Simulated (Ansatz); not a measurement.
BN (zinc blende, F-43m) under volume change, r²SCAN (plane waves, PAW; program Ansatz), scaled uniformly.

```csv
V (Å³/atom),E − E(relaxed) (meV/atom),P (GPa)
5.350,…,…
5.526,28.5,27.15
5.703,6.8,12.63
5.879,0.0,0.01
6.056,6.2,-10.96
6.232,…,…
6.408,50.9,-28.82
```

### Question
What belongs in the gaps?

### Answer

- 5.350, E − E(relaxed) (meV/atom): 67.4
- 5.350, P (GPa): 43.86
- 6.232, E − E(relaxed) (meV/atom): 23.6
- 6.232, P (GPa): -20.51

### Question
What does a third-order Birch–Murnaghan fit give for V₀, B₀ and B′?

### Answer
V₀ = 5.88 Å³/atom, B₀ = 392 GPa, B′ = 3.6.

The cell was relaxed with r²SCAN under the symmetry of its start.

Potentials: the later of the program's two PAW sets.
